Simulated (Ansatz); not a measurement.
# How Pb (P6_3/mmc) stiffens under pressure

```yaml
crystal:
  lattice:
    - [3.45753, 0.00000, 0.00000]
    - [-1.72877, 2.99431, 0.00000]
    - [0.00000, 0.00000, 5.77125]
  atoms:
    - { symbol: Pb, position: [0.33333, 0.66667, 0.25000] }
    - { symbol: Pb, position: [0.66667, 0.33333, 0.75000] }
```

This is the zero-pressure cell. At each pressure cell and atoms are relaxed in this structure, and the constants are slopes of the stress at strains of ±0.005 with relaxed ions (the coefficients that govern stability under load). Level: PBEsol, PAW on Ansatz 0.2.0's default frozen-core files (fitted under PBE), scalar-relativistic; k mesh 16×16×10, strains of ±0.005, Fermi-Dirac smearing of 0.080 eV, cutoff 420 eV. P is the pressure of the relaxed cell, less that of this one.

```
P (GPa)    V/V₀  C11 (GPa)  C12 (GPa)  C13 (GPa)  C33 (GPa)  C44 (GPa)
   0.00  1.0000       68.5       44.1       28.8       84.1       10.5
   0.99  0.9802       75.9       48.3       31.9       92.0       11.8
   2.00  0.9622       83.3       52.5       34.9       99.8       13.2
   3.98       ?          ?          ?          ?          ?          ?
   7.00  0.8935      117.3       72.4       49.7      136.8       20.6
   9.98  0.8630      135.9       84.2       58.7      157.0       25.4
  14.98  0.8220      163.4      105.0       74.5      187.3       32.8
```

Problem. Does the bulk modulus from the constants agree with the pressure-volume curve?

Solution. A third-order Birch-Murnaghan fit to the volumes shown (F against f, f = [(V₀/V)^(2/3) − 1]/2) gives B₀ = 47.2 GPa and B′ = 4.9. Its −V dP/dV stands beside the Reuss value 1/ΣS_ij (i, j ≤ 3):

```
P (GPa)  from P(V)  from the constants
   0.00       47.2                47.2
   0.99       52.0                52.0
   2.00       56.8                56.8
   7.00       79.4                79.4
   9.98       92.4                92.4
  14.98      113.5               113.5
```

Problem. What are the pressure derivatives at zero pressure?

Solution. Slopes at V₀ of quadratic fits in −ln(V/V₀) through the first four rows shown, divided by B₀: dC11/dP = 7.6, dC12/dP = 4.2, dC13/dP = 3.1, dC33/dP = 8.0, dC44/dP = 1.3. The mean slopes up to 2.0 GPa are 7.4, 4.2, 3.1, 7.8, 1.4; curvature and scatter of the constants part the two.

Problem. Fill the row at 3.98 GPa.

Solution. Cubic fits in −ln(V/V₀) through all rows shown give C11 = 97.3, C12 = 60.4, C13 = 40.8, C33 = 115.0, C44 = 16.1 GPa. Computed: V/V₀ = 0.9315, C11 (GPa) = 97.2, C12 (GPa) = 60.5, C13 (GPa) = 40.8, C33 (GPa) = 114.9, C44 (GPa) = 16.0.

Problem. Does a shear stiffness soften?

Solution. C44 goes from 10.5 to 32.8 GPa; (C11 − C12)/2 goes from 12.2 to 29.2 GPa. Neither ends more than 3 % under its start, and the lattice stays mechanically stable over this range.

Caveats: the structure is a database entry and needn't be the stable phase; no other phase was computed; many crystals of this kind change structure within this range, and rows or crossings beyond such a change describe a metastable lattice; frozen-core PAW files fitted under PBE, their cores solved anew for the functional of the run; responses of metals move with mesh and smearing; no spin-orbit coupling on heavy atoms; elastic stability says nothing of phonons or of other phases; phonons weren't checked at these pressures.
